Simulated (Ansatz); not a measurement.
Total density of states per atom from PBE in the plane-wave PAW code Ansatz, in 0.25 eV bins, energy from the Fermi level:

| E (eV) | states/eV/atom |
|---|---|
| -7.85 | 0.20 |
| -7.60 | 0.20 |
| -7.35 | 0.21 |
| -7.10 | 0.21 |
| -6.85 | 0.22 |
| -6.60 | 0.30 |
| -6.35 | 0.43 |
| -6.10 | 0.40 |
| -5.85 | 0.35 |
| -5.60 | 0.37 |
| -5.35 | 0.31 |
| -5.10 | 0.23 |
| -4.85 | 0.30 |
| -4.60 | 0.36 |
| -4.35 | 0.49 |
| -4.10 | 0.50 |
| -3.85 | 0.41 |
| -3.60 | 0.49 |
| -3.35 | 0.59 |
| -3.10 | 0.64 |
| -2.85 | 1.10 |
| -2.60 | 1.52 |
| -2.35 | 1.53 |
| -2.10 | 0.70 |
| -1.85 | 0.47 |
| -1.60 | 0.36 |
| -1.35 | 0.30 |
| -1.10 | 0.27 |
| -0.85 | 0.26 |
| -0.60 | 0.28 |
| -0.35 | 0.24 |
| -0.10 | 0.08 |
| 0.15 | 0.09 |
| 0.40 | 0.21 |
| 0.65 | 0.21 |
| 0.90 | 0.27 |
| 1.15 | 0.32 |
| 1.40 | 0.43 |
| 1.65 | 0.51 |
| 1.90 | 0.62 |
| 2.15 | 0.74 |
| 2.40 | 0.92 |
| 2.65 | 0.84 |
| 2.90 | 0.72 |
| 3.15 | 0.59 |
| 3.40 | 0.54 |
| 3.65 | 0.51 |
| 3.90 | 0.65 |
| 4.15 | 0.76 |
| 4.40 | 0.89 |
| 4.65 | 0.59 |

Task: Which of these materials gives this?
(A) ZrN, rock salt
(B) SiNi3, Cu3Au type
(C) Si2W, MoSi2 or CaC2 type
(D) Si3N4, P6_3/m (Si on 6h, N on 2d, N on 6h)

Result: C, Si2W, MoSi2 or CaC2 type. Within 0.5 eV of the Fermi level: W 5d 69 %, Si 3p 21 %, Si 3s 6 %. Projections are on Löwdin-orthogonalised atomic valence shells; empty p or d shells of many metals are not among them.

Space group I4/mmm (MoSi2 or CaC2 type). Symmetry was held in the PBE relaxation. The run is not spin-polarised. Scalar-relativistic: spin–orbit coupling is off unless named, which matters more the heavier the elements.

Potentials: the earlier of the program's two PAW sets.
